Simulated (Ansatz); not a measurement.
Structure from Materials Project entry mp-1145 (possibly hypothetical). The listed cell was then made from it by scaling, straining or moving an atom.

TiB₂: DFT, LDA, all-electron LAPW, scalar-relativistic (Ansatz 0.2.0).

The relaxation starts from this cell:

```xyz
3
Lattice="3.0657 0.0000 0.0000 -1.5329 2.6550 0.0000 0.0000 0.0000 3.2713" Properties=species:S:1:pos:R:3 pbc="T T T"
Ti    0.0000    0.0000    0.0000
B     0.0000    1.7700    1.6356
B     1.5329    0.8850    1.6356
```

Output:

```
The last accepted step is kept in <dir> (removed where the run ends without a failure and the disk answers)
LAPW: plane waves up to 9.217 Å⁻¹, error target 1.0e-3 eV per atom; small_component_spin mean_spin; B in spheres of 0.858 Å, 5 of its electrons in bands, Dirac shells []; Ti in spheres of 1.205 Å, 18 of its electrons in bands, Dirac shells []
Engine: ansatz 0.2.0
Pseudopotentials: kind: all_electron
Pseudopotential: Ti, LAPW, valence charge 18, Koelling and Harmon's equation, gaussian nucleus
Pseudopotential: B, LAPW, valence charge 5, Koelling and Harmon's equation, gaussian nucleus
Functional definition: SPW92
  exchange = slater_x
  correlation = pw_c
Crystal: 3 atoms, lattice volume = 26.627 Å³
Basis set: ecut = 323.6385808208234 eV, 363 PW (Γ), exchange–correlation at level 2
Bands: 18, of which v1, the nominal top of the filled ones, is band 14 counted from 1 (13 counted from 0)
Symmetry: 24 space group operations
Space group: P6/mmm (ITA 191), of the structure as read, at distance tolerance 3.0e-5 Å
k-points: 114 of 1440
Non-local potential: Ti, projectors of the file, none
Non-local potential: B, projectors of the file, none
Initial density: superposition of atomic densities (chi_scale 0.1, normalization cell, long waves kept (reshape's long-wave potential 0.00 eV rms))
Initial wavefunctions: plane waves of lowest kinetic energy (no species holds an atomic orbital)
Functional: x = slater, c = lda
iter 1 solved again at ethr=1.67e-2 eV; its pass at ethr=1.00e-1 eV (dr2=4.68e0 eV) is discarded
SCF iter   1: F=—  HF=-24529.339363 eV  |F-HF|=—  |Δ(HF+E_count)|=         —  Δρ=9.84e-2  dr2=4.69e0  ethr=1.67e-2  ⟨swp⟩=2.0  Hψ=13438  notcnv=0
preconditioner: auto → none  [metal: Δε(μ)=0.035 eV  Ē_g=9.420 eV  σ=0.050 eV  W_gap=0.17  n_scr=8 (ndim 8)  ℏωp=22.8 eV  f_vac=0.000  D(μ)=0.44/eV (n_scr^D=0)  sad-step TF]
iter 2 solved again at ethr=5.56e-4 eV; its pass at ethr=1.67e-2 eV (dr2=1.56e-1 eV) is discarded
SCF iter   2: F=—  HF=-24527.737794 eV  |F-HF|=—  |Δ(HF+E_count)|=    1.60e0  Δρ=2.24e-2  dr2=1.54e-1  ethr=5.56e-4  ⟨swp⟩=2.1  Hψ=10514  notcnv=0
SCF iter   3: F=—  HF=-24527.571867 eV  |F-HF|=—  |Δ(HF+E_count)|=   1.66e-1  Δρ=8.52e-3  dr2=1.14e-2  ethr=5.51e-4  ⟨swp⟩=3.0  Hψ=6576  notcnv=0
SCF iter   4: F=—  HF=-24527.558600 eV  |F-HF|=—  |Δ(HF+E_count)|=   1.33e-2  Δρ=2.62e-3  dr2=1.00e-3  ethr=4.07e-5  ⟨swp⟩=3.0  Hψ=6363  notcnv=0
SCF iter   5: F=—  HF=-24527.558113 eV  |F-HF|=—  |Δ(HF+E_count)|=   4.87e-4  Δρ=3.33e-4  dr2=1.54e-5  ethr=3.59e-6  ⟨swp⟩=2.1  Hψ=5738  notcnv=0
SCF iter   6: F=—  HF=-24527.558111 eV  |F-HF|=—  |Δ(HF+E_count)|=   2.29e-6  Δρ=3.94e-5  dr2=3.54e-7  ethr=5.50e-8  ⟨swp⟩=2.2  Hψ=5750  notcnv=0
SCF iter   7: F=-24527.558111 eV  HF=-24527.558111 eV  |F-HF|=4.80e-9  |Δ(HF+E_count)|=   9.90e-8  Δρ=4.03e-6  dr2=4.16e-9  ethr=1.26e-9  ⟨swp⟩=2.9  Hψ=5882  notcnv=0
SCF 1 converged in 7 iterations: F = -24527.558111 eV  dr2 = 4.16e-9
relax step   1: F+E_penalty+E_count = -24527.55811105 eV  Δ(F+E_penalty+E_count) = +0.000e0 eV  max|allowed force component| = 1.357e-16 eV/Å  Δτ_max = 0.0000 Å  P = -19.394 GPa  Ω = 26.627 Å³  (7 SCF iters, accepted)
Crystal: 3 atoms, lattice volume = 24.826 Å³
Basis set: ecut = 339.1020915979976 eV, 363 PW (Γ), exchange–correlation at level 2
Initial density: handed on by an earlier stage of this run
Initial wavefunctions: those handed on with the density
iter 1 solved again at ethr=2.68e-5 eV; its pass at ethr=1.00e-1 eV (dr2=7.50e-3 eV) is discarded
SCF iter   1: F=—  HF=-24527.690660 eV  |F-HF|=—  |Δ(HF+E_count)|=         —  Δρ=4.12e-3  dr2=7.46e-3  ethr=2.68e-5  ⟨swp⟩=3.4  Hψ=11295  notcnv=0
preconditioner: auto → none  [metal: Δε(μ)=0.048 eV  Ē_g=8.285 eV  σ=0.050 eV  W_gap=0.23  n_scr=8 (ndim 8)  ℏωp=23.6 eV  f_vac=0.000  D(μ)=0.43/eV (n_scr^D=0)]
SCF iter   2: F=—  HF=-24527.689524 eV  |F-HF|=—  |Δ(HF+E_count)|=   1.14e-3  Δρ=2.50e-3  dr2=2.38e-3  ethr=2.67e-5  ⟨swp⟩=3.0  Hψ=6521  notcnv=0
iter 3 solved again at ethr=7.78e-7 eV; its pass at ethr=8.50e-6 eV (dr2=2.18e-4 eV) is discarded
SCF iter   3: F=—  HF=-24527.688347 eV  |F-HF|=—  |Δ(HF+E_count)|=   1.18e-3  Δρ=8.91e-4  dr2=2.19e-4  ethr=7.78e-7  ⟨swp⟩=2.0  Hψ=9936  notcnv=0
SCF iter   4: F=—  HF=-24527.688294 eV  |F-HF|=—  |Δ(HF+E_count)|=   5.34e-5  Δρ=2.72e-4  dr2=8.47e-6  ethr=7.78e-7  ⟨swp⟩=2.2  Hψ=5740  notcnv=0
SCF iter   5: F=-24527.688294 eV  HF=-24527.688294 eV  |F-HF|=1.67e-9  |Δ(HF+E_count)|=   4.61e-8  Δρ=2.06e-5  dr2=3.64e-8  ethr=3.02e-8  ⟨swp⟩=2.0  Hψ=5718  notcnv=0
SCF 2 converged in 5 iterations: F = -24527.688294 eV  dr2 = 3.64e-8
relax step   2: F+E_penalty+E_count = -24527.68829378 eV  Δ(F+E_penalty+E_count) = -1.302e-1 eV  max|allowed force component| = 3.084e-17 eV/Å  Δτ_max = 0.0000 Å  P = -3.673 GPa  Ω = 24.826 Å³  (5 SCF iters, accepted)
Crystal: 3 atoms, lattice volume = 24.478 Å³
Basis set: ecut = 342.30729297430344 eV, 363 PW (Γ), exchange–correlation at level 2
iter 1 solved again at ethr=1.13e-5 eV; its pass at ethr=1.00e-1 eV (dr2=3.18e-3 eV) is discarded
SCF iter   1: F=—  HF=-24527.694535 eV  |F-HF|=—  |Δ(HF+E_count)|=         —  Δρ=2.98e-3  dr2=3.20e-3  ethr=1.13e-5  ⟨swp⟩=3.1  Hψ=11107  notcnv=0
preconditioner: auto → none  [metal: Δε(μ)=0.018 eV  Ē_g=8.344 eV  σ=0.050 eV  W_gap=0.09  n_scr=8 (ndim 8)  ℏωp=23.7 eV  f_vac=0.000  D(μ)=0.47/eV (n_scr^D=0)]
SCF iter   2: F=—  HF=-24527.694200 eV  |F-HF|=—  |Δ(HF+E_count)|=   3.35e-4  Δρ=1.82e-3  dr2=1.39e-3  ethr=1.13e-5  ⟨swp⟩=3.0  Hψ=6141  notcnv=0
iter 3 solved again at ethr=3.03e-7 eV; its pass at ethr=4.96e-6 eV (dr2=8.48e-5 eV) is discarded
SCF iter   3: F=—  HF=-24527.693538 eV  |F-HF|=—  |Δ(HF+E_count)|=   6.62e-4  Δρ=5.68e-4  dr2=8.54e-5  ethr=3.03e-7  ⟨swp⟩=2.0  Hψ=9880  notcnv=0
SCF iter   4: F=—  HF=-24527.693509 eV  |F-HF|=—  |Δ(HF+E_count)|=   2.92e-5  Δρ=8.01e-5  dr2=1.01e-6  ethr=3.03e-7  ⟨swp⟩=2.9  Hψ=5853  notcnv=0
SCF iter   5: F=-24527.693509 eV  HF=-24527.693509 eV  |F-HF|=4.06e-9  |Δ(HF+E_count)|=   2.23e-7  Δρ=7.86e-6  dr2=6.92e-9  ethr=3.60e-9  ⟨swp⟩=3.0  Hψ=5969  notcnv=0
SCF 3 converged in 5 iterations: F = -24527.693509 eV  dr2 = 6.92e-9
relax step   3: F+E_penalty+E_count = -24527.69350896 eV  Δ(F+E_penalty+E_count) = -5.215e-3 eV  max|allowed force component| = 1.542e-16 eV/Å  Δτ_max = 0.0000 Å  P = +0.706 GPa  Ω = 24.478 Å³  (5 SCF iters, accepted)
Crystal: 3 atoms, lattice volume = 24.525 Å³
Basis set: ecut = 341.8779421779348 eV, 363 PW (Γ), exchange–correlation at level 2
iter 1 solved again at ethr=4.52e-7 eV; its pass at ethr=1.00e-1 eV (dr2=1.27e-4 eV) is discarded
SCF iter   1: F=—  HF=-24527.694043 eV  |F-HF|=—  |Δ(HF+E_count)|=         —  Δρ=7.26e-4  dr2=1.78e-4  ethr=4.52e-7  ⟨swp⟩=4.0  Hψ=11846  notcnv=0
preconditioner: auto → none  [metal: Δε(μ)=0.020 eV  Ē_g=8.306 eV  σ=0.050 eV  W_gap=0.10  n_scr=8 (ndim 8)  ℏωp=23.7 eV  f_vac=0.000  D(μ)=0.47/eV (n_scr^D=0)]
SCF iter   2: F=—  HF=-24527.694021 eV  |F-HF|=—  |Δ(HF+E_count)|=   2.23e-5  Δρ=4.28e-4  dr2=7.59e-5  ethr=4.52e-7  ⟨swp⟩=3.0  Hψ=6222  notcnv=0
iter 3 solved again at ethr=1.99e-8 eV; its pass at ethr=2.71e-7 eV (dr2=5.58e-6 eV) is discarded
SCF iter   3: F=—  HF=-24527.693985 eV  |F-HF|=—  |Δ(HF+E_count)|=   3.58e-5  Δρ=1.50e-4  dr2=5.62e-6  ethr=1.99e-8  ⟨swp⟩=2.0  Hψ=9884  notcnv=0
SCF iter   4: F=-24527.693983 eV  HF=-24527.693983 eV  |F-HF|=3.87e-8  |Δ(HF+E_count)|=   1.98e-6  Δρ=2.33e-5  dr2=7.93e-8  ethr=1.99e-8  ⟨swp⟩=2.8  Hψ=5815  notcnv=0
SCF 4 converged in 4 iterations: F = -24527.693983 eV  dr2 = 7.93e-8
relax step   4: F+E_penalty+E_count = -24527.69398329 eV  Δ(F+E_penalty+E_count) = -4.743e-4 eV  max|allowed force component| = 1.789e-16 eV/Å  Δτ_max = 0.0000 Å  P = +0.018 GPa  Ω = 24.525 Å³  (4 SCF iters, accepted)
Crystal: 3 atoms, lattice volume = 24.527 Å³
Basis set: ecut = 341.8579464717162 eV, 363 PW (Γ), exchange–correlation at level 2
iter 1 solved again at ethr=4.83e-10 eV; its pass at ethr=1.00e-1 eV (dr2=1.35e-7 eV) is discarded
SCF iter   1: F=—  HF=-24527.693984 eV  |F-HF|=—  |Δ(HF+E_count)|=         —  Δρ=1.47e-5  dr2=5.36e-8  ethr=4.83e-10  ⟨swp⟩=5.0  Hψ=12337  notcnv=0
preconditioner: auto → none  [metal: Δε(μ)=0.021 eV  Ē_g=8.311 eV  σ=0.050 eV  W_gap=0.10  n_scr=8 (ndim 8)  ℏωp=23.7 eV  f_vac=0.000  D(μ)=0.47/eV (n_scr^D=0)]
SCF iter   2: F=-24527.693984 eV  HF=-24527.693984 eV  |F-HF|=5.61e-8  |Δ(HF+E_count)|=   1.14e-8  Δρ=9.08e-6  dr2=3.04e-8  ethr=1.92e-10  ⟨swp⟩=3.0  Hψ=6021  notcnv=0
SCF 5 converged in 2 iterations: F = -24527.693984 eV  dr2 = 3.04e-8
relax step   5: F+E_penalty+E_count = -24527.69398430 eV  Δ(F+E_penalty+E_count) = -1.007e-6 eV  max|allowed force component| = 1.604e-16 eV/Å  Δτ_max = 0.0000 Å  P = +0.001 GPa  Ω = 24.527 Å³  (2 SCF iters, accepted)
iter 1 solved again at ethr=1.23e-10 eV; its pass at ethr=1.00e-1 eV (dr2=3.44e-8 eV) is discarded
SCF iter   1: F=—  HF=-24527.693995 eV  |F-HF|=—  |Δ(HF+E_count)|=         —  Δρ=1.33e-5  dr2=3.14e-8  ethr=1.23e-10  ⟨swp⟩=4.8  Hψ=13084  notcnv=0  reapply=27
SCF iter   2: F=-24527.693995 eV  HF=-24527.693995 eV  |F-HF|=4.96e-8  |Δ(HF+E_count)|=   2.30e-8  Δρ=1.02e-5  dr2=3.26e-8  ethr=1.12e-10  ⟨swp⟩=3.0  Hψ=6270  notcnv=0
SCF 6 converged in 2 iterations: F = -24527.693995 eV  dr2 = 3.26e-8
relax step   6: F+E_penalty+E_count = -24527.69399522 eV  Δ(F+E_penalty+E_count) = -1.092e-5 eV  max|allowed force component| = 1.974e-16 eV/Å  Δτ_max = 0.0000 Å  P = -0.004 GPa  Ω = 24.527 Å³  stress off target by 4.24e-3 GPa  SCF on the basis re-selected at this cell (its energy is not comparable with the rows above)  (2 SCF iters)
basis re-selected at this cell: Δ(F+E_penalty+E_count) = -1.092e-5 eV, ΔP = -0.005 GPa vs the last step (what re-selecting the basis moved, after the strain that the cell walked since its last selection, with what the two solves' SCF thresholds leave and, on support functions, any second-order correction that the steps lacked; it is no measure of the basis error at this ecutwfc). The dense FFT grid was sized anew with the basis: this SCF ran on 20×20×20 points, the steps before it on 18×18×20, so part of this shift can come from that change (see relax.cell in the input reference). This SCF's stress stands 4.24e-3 GPa from its target on what of the cell is left free (relax.cell.stress_tol is 5.00e-2 GPa) and its largest allowed force component is 1.97e-16 eV/Å (relax.f_tol is 5.00e-3 eV/Å): within both
SCF converged after 2 iterations
Free energy (F): -24527.693995 eV
Harris-Foulkes:  -24527.693995 eV  (|F-HF|=4.96e-8)
Internal energy: -24527.690444 eV  (E = F + TS)
E sigma→0 (E₀):  -24527.692219 eV
Entropy (-TS):   -0.003552 eV (-1.184 meV/atom)
Fermi energy:    16.102867 eV
--- Per-component energies (eV) ---
  E_band       = -3221.578948
  E_kinetic    = 24728.206159
  E_xc         = -1310.921233
  E_electrostatic = -47944.975370  (all electrons and nuclei)
  E_smearing   = -0.003552  (= −TS)
  E_closure    = 0.000000  (closes the sum)
  E_atoms      = -24501.785179  (free atoms, spherical and without spin; not in F)
  Σ components = -24527.693995   (vs F -24527.693995, Δ=0.00e0)
  Basis errors (estimates in eV, not in F): energy 4.2e-4 per atom: plane waves 4.0e-4 (2.2e-4 summed), levels above the bands 1.3e-18, relativity 6.5e-9, radial functions 1.9e-5, core shells 8.1e-7; eigenvalues (radial functions only) 1.3e-6; not estimated: angular momenta, meshes, grids; target (lapw.basis_error) 1.0e-3; muffin-tin radii B 0.835 Å, Ti 1.172 Å
--- Forces (eV/Å), atoms counted from 1 ---
  atom   1  Ti    -0.00000000     0.00000000     0.00000000
  atom   2  B     -0.00000000     0.00000000     0.00000000
  atom   3  B      0.00000000    -0.00000000    -0.00000000
  max |Σ_I F_I| component: 1.11e-16 eV/Å
--- Stress (GPa, compression-positive) ---
       -0.004241       0.000000       0.000000
        0.000000      -0.004241      -0.000000
        0.000000      -0.000000      -0.002275
  P = ⅓ Tr σ = -0.0036 GPa (-0.036 kbar)
--- Relaxed structure (5 steps of the walk, 5 accepted, 1 SCFs on fresh bases) ---
  F+E_penalty+E_count = -24527.69399522 eV   max|allowed force component| = 1.974e-16 eV/Å   (the final SCF, on the basis selected at the relaxed cell)
  cell:  # Å, volume = 24.5267 Å³
    - [2.9937672537612845, -2.818970982517384e-11, 0.0]
    - [-1.4968836268562293, 2.5926784947893413, 0.0]
    - [0.0, 0.0, 3.1598973062059645]
  atoms:
    - { symbol: Ti, position: [1.3604932539651772e-34, 1.20898895295157e-35, 0.0] }
    - { symbol: B, position: [0.3333333333333334, 0.6666666666666667, 0.5000000000000001] }
    - { symbol: B, position: [0.6666666666666666, 0.33333333333333337, 0.5000000000000001] }
```
